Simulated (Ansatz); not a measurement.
An Ansatz (a quantum-chemistry and plane-wave program) run. Input:

Ansatz 0.2 input:
```yaml
crystal:
  lattice:
    - [4.5807113808, 0.0, 0.0]
    - [0.0, 4.5807113808, 0.0]
    - [0.0, 0.0, 6.4335812322]
  atoms:
    - { symbol: Mg, position: [0.5, 0.5, 0.5] }
    - { symbol: Cd, position: [0.0, 0.0, 0.0] }
    - { symbol: Te, position: [0.0, 0.5, 0.2535407329] }
    - { symbol: Te, position: [0.5, 0.0, 0.7464592671] }
kpoints:
  mp_grid: { grid: [5, 5, 4] }
  band_path:
    path:
      - [[0.0, 0.0, 0.0], [0.0, 0.5, 0.0], [0.5, 0.5, 0.0], [0.0, 0.0, 0.0], [0.0, 0.0, 0.5], [0.0, 0.5, 0.5], [0.5, 0.5, 0.5], [0.0, 0.0, 0.5]]  # Γ-X-M-Γ-Z-R-A-Z
      - [[0.0, 0.5, 0.0], [0.0, 0.5, 0.5]]  # X-R
      - [[0.5, 0.5, 0.0], [0.5, 0.5, 0.5]]  # M-A
      - [VBM, CBM]
    npoints: 8
basis: { xc_grid: 2 }
hamiltonian:
  xc: pbesol
  pseudopotentials: { kind: paw }
magnetization: { noncollinear: true, spin_orbit: true }
scf:
  n_extra_bands: 12
  convergence: { dr2_threshold: 0.0000000001 }
  occupations: { method: gaussian, width: 0.01 }
checkpoint: { write: soc.run }
output: { eigenvalues: true }
```

Output (shortened):

```
Pseudopotential: Mg, paw_fr, valence charge 10
Pseudopotential: Cd, paw_fr, valence charge 20
Pseudopotential: Te, paw_fr, valence charge 16
Functional definition: PBEsol
non-collinear run that drives no moment, with spin-orbit …
Crystal: 4 atoms, lattice volume = 134.995 Å³
Basis set: ecut = 420 eV, 2669 PW (Γ), exchange–correlation on 64×64×90 points (8 copies of the dense FFT grid, shifted against one another)
Bands: 74, of which v1, the nominal top of the filled ones, is band 62 counted from 1 (61 counted from 0)
Symmetry: 8 space group operations + 8 with time reversal
k-points: 18 of 100 (time reversal used)
Projection manifold: j_resolved (fully-relativistic pseudo-atomic orbitals)
SCF iter   1: F=—  HF=-23909.697560 eV  |F-HF|=—  |Δ(HF+E_count)|=         —  Δρ=2.50e-2  dr2=7.27e-1  dr2_m=0.00e0 (ungated)  ethr=3.10e-3  |M|=0.00e0 ∫|m|=0.00e0 μB  |m|>n=0.0e0 m-floor=0.0e0 τ_xc=0.0e0  β_m=0.30  ⟨swp⟩=10.1  Hψ=7175  notcnv=0  defer=2
preconditioner: auto → Resta (q_TF=auto, 2.396 Å⁻¹)
spin=Noncollinear: Resta preconditioning applied to the charge; magnetization (m_x, m_y, m_z) channels mix plain (no charge-response kernel on spin).
SCF iter   2: F=—  HF=-23909.578863 eV  |F-HF|=—  |Δ(HF+E_count)|=   1.19e-1  Δρ=1.72e-2  dr2=3.52e-1  dr2_m=0.00e0 (ungated)  ethr=1.17e-3  |M|=0.00e0 ∫|m|=0.00e0 μB  |m|>n=0.0e0 m-floor=0.0e0 τ_xc=0.0e0  β_m=0.60  ⟨swp⟩=2.1  Hψ=1651  notcnv=0  defer=114
SCF iter   3: F=—  HF=-23909.510836 eV  |F-HF|=—  |Δ(HF+E_count)|=   6.80e-2  Δρ=3.03e-3  dr2=1.75e-2  dr2_m=0.00e0 (ungated)  ethr=5.68e-4  |M|=0.00e0 ∫|m|=0.00e0 μB  |m|>n=0.0e0 m-floor=0.0e0 τ_xc=0.0e0  β_m=0.73  ⟨swp⟩=3.0  Hψ=2348  notcnv=0  defer=114
SCF iter   4: F=—  HF=-23909.511296 eV  |F-HF|=—  |Δ(HF+E_count)|=   4.60e-4  Δρ=8.19e-4  dr2=1.20e-3  dr2_m=0.00e0 (ungated)  ethr=2.81e-5  |M|=0.00e0 ∫|m|=0.00e0 μB  |m|>n=0.0e0 m-floor=0.0e0 τ_xc=0.0e0  β_m=0.76  ⟨swp⟩=2.8  Hψ=1883  notcnv=0  defer=114
SCF iter   5: F=—  HF=-23909.511814 eV  |F-HF|=—  |Δ(HF+E_count)|=   5.18e-4  Δρ=3.45e-4  dr2=2.51e-4  dr2_m=0.00e0 (ungated)  ethr=1.94e-6  |M|=0.00e0 ∫|m|=0.00e0 μB  |m|>n=0.0e0 m-floor=0.0e0 τ_xc=0.0e0  β_m=0.86  ⟨swp⟩=2.0  Hψ=2256  notcnv=0  defer=114
SCF iter   6: F=—  HF=-23909.512049 eV  |F-HF|=—  |Δ(HF+E_count)|=   2.35e-4  Δρ=1.20e-4  dr2=2.65e-5  dr2_m=0.00e0 (ungated)  ethr=4.05e-7  |M|=0.00e0 ∫|m|=0.00e0 μB  |m|>n=0.0e0 m-floor=0.0e0 τ_xc=0.0e0  β_m=0.93  ⟨swp⟩=2.0  Hψ=1781  notcnv=0  defer=114
SCF iter   7: F=—  HF=-23909.512083 eV  |F-HF|=—  |Δ(HF+E_count)|=   3.38e-5  Δρ=2.99e-5  dr2=1.83e-6  dr2_m=0.00e0 (ungated)  ethr=4.27e-8  |M|=0.00e0 ∫|m|=0.00e0 μB  |m|>n=0.0e0 m-floor=0.0e0 τ_xc=0.0e0  β_m=0.96  ⟨swp⟩=2.0  Hψ=1712  notcnv=0  defer=114
SCF iter   8: F=—  HF=-23909.512120 eV  |F-HF|=—  |Δ(HF+E_count)|=   3.77e-5  Δρ=9.79e-6  dr2=2.04e-7  dr2_m=0.00e0 (ungated)  ethr=2.95e-9  |M|=0.00e0 ∫|m|=0.00e0 μB  |m|>n=0.0e0 m-floor=0.0e0 τ_xc=0.0e0  β_m=0.98  ⟨swp⟩=2.0  Hψ=2144  notcnv=0  defer=114
SCF iter  12: F=-23909.512121 eV  HF=-23909.512121 eV  |F-HF|=7.28e-12  |Δ(HF+E_count)|=  6.55e-11  Δρ=5.79e-8  dr2=5.36e-12  dr2_m=0.00e0 (ungated)  ethr=1.00e-12  |M|=0.00e0 ∫|m|=0.00e0 μB  |m|>n=0.0e0 m-floor=0.0e0 τ_xc=0.0e0  ⟨swp⟩=10.3  Hψ=5135  notcnv=0
SCF 1 converged in 12 iterations: F = -23909.512121 eV  dr2 = 5.36e-12
NSCF: frozen V_eff on 40 k-points
NSCF: frozen V_eff on 40 k-points
NSCF: frozen V_eff on 36 k-points
NSCF: frozen V_eff on 5 k-points
NSCF: frozen V_eff on 5 k-points
NSCF: frozen V_eff on 5 k-points
NSCF: frozen V_eff on 5 k-points
NSCF: frozen V_eff on 5 k-points
NSCF: frozen V_eff on 84 k-points
SCF converged after 12 iterations
Magnetization: |M| = 0.0000 μB,  M = (+0.0000, +0.0000, +0.0000) μB
Absolute magnetization: 0.0000 μB (∫|m|)
  site 0: m = (+0.0000, +0.0000, +0.0000) μB, |m| = 0.0000 μB  (R = 1.15 Å)
  site 1: m = (+0.0000, +0.0000, +0.0000) μB, |m| = 0.0000 μB  (R = 1.16 Å)
  site 2: m = (+0.0000, +0.0000, +0.0000) μB, |m| = 0.0000 μB  (R = 1.15 Å)
  site 3: m = (+0.0000, +0.0000, +0.0000) μB, |m| = 0.0000 μB  (R = 1.15 Å)
Free energy (F): -23909.512121 eV
Harris-Foulkes:  -23909.512121 eV  (|F-HF|=7.28e-12)
Internal energy: -23909.512121 eV  (E = F + TS)
E sigma→0 (E₀):  -23909.512121 eV
Fermi energy:    6.662924 eV
--- Per-component energies (eV) ---
  E_band       = -1471.468689
  E_kinetic    = 943.243325
  E_local      = -8939.749341  (includes V_loc(G=0)·N_el)
  E_nonlocal   = -483.040330
  E_hartree    = 4401.738531
  E_xc         = -450.928795
  E_vxc        = -466.585665  (∫ρ·V_xc dr)
  E_paw        = -13473.313571  (= ΣΔE_a)
  E_vpaw       = -1328.813480  (= ΣTr[D̂ρ^β])
  E_aug_tail   = -0.000333  (compensation charges beyond the density's cutoff)
  E_ewald      = -5908.621744
  E_core_change = 1.160137  (= ΣΔE_core)
  E_smearing   =  0.000000  (= −TS)
  E_closure    = 0.000000  (closes the sum)
  Σ components = -23909.512121   (vs F -23909.512121, Δ=0.00e0)
  [band-id]    e_kinetic+e_local+e_nonlocal+2·e_hartree+e_vxc+e_vpaw+e_augmentation_tail = -1471.468763   (vs E_band -1471.468689, Δ=-7.32e-5)
--- Band table (eV; the first three rows and the last of 18) ---
  k-point 0: bands = ["-95.8506", "-95.8506", "-69.1544", "-69.1544", "-61.0142", "-61.0142", "-55.1663", "-55.1663", "-55.1648", "-55.1648", "-36.2887", "-36.2887", "-36.0022", "-36.0022", "-36.0010", "-36.0010", "-30.5377", "-30.5377", "-30.5375", …
  k-point 1: bands = ["-95.8506", "-95.8506", "-69.1544", "-69.1544", "-61.0142", "-61.0142", "-55.1663", "-55.1663", "-55.1648", "-55.1648", "-36.2887", "-36.2887", "-36.0022", "-36.0022", "-36.0010", "-36.0010", "-30.5377", "-30.5377", "-30.5376", …
  k-point 2: bands = ["-95.8506", "-95.8506", "-69.1544", "-69.1544", "-61.0142", "-61.0142", "-55.1663", "-55.1663", "-55.1648", "-55.1648", "-36.2887", "-36.2887", "-36.0022", "-36.0022", "-36.0010", "-36.0010", "-30.5376", "-30.5376", "-30.5376", …
  k-point 17: bands = ["-95.8506", "-95.8506", "-69.1544", "-69.1544", "-61.0142", "-61.0142", "-55.1663", "-55.1663", "-55.1648", "-55.1648", "-36.2888", "-36.2888", "-36.0022", "-36.0022", "-36.0011", "-36.0011", "-30.5376", "-30.5376", "-30.5375", …
```

Cost: around 6 core-minutes (rough) on shared cores.

Space group P-4m2. The first step of the workflow began from a Materials Project structure, measured or hypothetical; the Crystallography Open Database copy checked does not list it. With Mg and Cd taken as one species the cell has the higher symmetry F-43m, so it may be an ordered model of a mixed-site phase. Its standing as an ambient phase is unchecked. The cell was relaxed with PBEsol under the symmetry of its start; whether a distortion lowers the energy is not shown.

Potentials: the later of the program's two PAW sets.

Ansatz is a plane-wave DFT program.
